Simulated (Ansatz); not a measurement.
SrCl₂ (fluorite, Fm-3m) under volume change, DFT-PBEsol in the program Ansatz with PAW potentials, scaled uniformly.

| V (Å³/atom) | E − E(relaxed) (meV/atom) | P (GPa) |
|---|---|---|
| 24.998 | 31.5 | 4.45 |
| 25.822 | 13.2 | 2.71 |
| 26.646 | ? | ? |
| 27.470 | 0.0 | 0.00 |
| 28.295 | ? | ? |
| 29.119 | 10.5 | -1.94 |
| 29.943 | 22.5 | -2.70 |

What belongs in the gaps?


- 26.646, E − E(relaxed) (meV/atom): 3.1
- 26.646, P (GPa): 1.24
- 28.295, E − E(relaxed) (meV/atom): 2.8
- 28.295, P (GPa): -1.05

What does a third-order Birch–Murnaghan fit give for V₀, B₀ and B′?

V₀ = 27.47 Å³/atom, B₀ = 38.1 GPa, B′ = 4.5.

The cell was relaxed with PBEsol under the symmetry of its start. Spin–orbit coupling is left out wherever it is not named.

Potentials: the later of the program's two PAW sets.
